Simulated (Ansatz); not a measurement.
Given:

CoMo:
```cif
data_CoMo
_chemical_formula_sum 'Co1 Mo1'
_space_group_name_H-M_alt 'P 1'
_space_group_IT_number 1
_cell_length_a 3.40863
_cell_length_b 3.40863
_cell_length_c 3.40863
_cell_angle_alpha 60.000
_cell_angle_beta 60.000
_cell_angle_gamma 60.000
loop_
_space_group_symop_operation_xyz
  'x, y, z'
loop_
_atom_site_label
_atom_site_type_symbol
_atom_site_fract_x
_atom_site_fract_y
_atom_site_fract_z
_atom_site_occupancy
Co1 Co 0.00000 0.00000 0.00000 1
Mo1 Mo 0.50000 0.50000 0.50000 1
```
The run is spin-polarised, in the one order tried: ferromagnetic.

This is the r²SCAN-relaxed structure.

### Question
All from plane-wave PAW r²SCAN (Ansatz code), unless another level is named. Estimate the net moment.

### Answer
0.17 μB per atom.

### Question
Give the Bader charges.

### Answer
Co -0.66, Mo +0.66 e.

Space group Fm-3m (rock salt). The start of the workflow was typed in or built on a structure type; neither database checked (COD, Materials Project) lists it. Whether it is the stable phase at ambient conditions was not checked. The cell was relaxed with r²SCAN under the symmetry of its start; its stability against distortions is not shown here. The final state is ferromagnetic, the only order run, not a proven ground state. Its formation energy is positive at this level, so the cell may be metastable or incomplete. Other orbital occupations within this spin state were not tried. For itinerant 3d metals, meta-GGAs of the SCAN family and hybrids are commonly reported to give too large moments.

Potentials: the later of the program's two PAW sets.
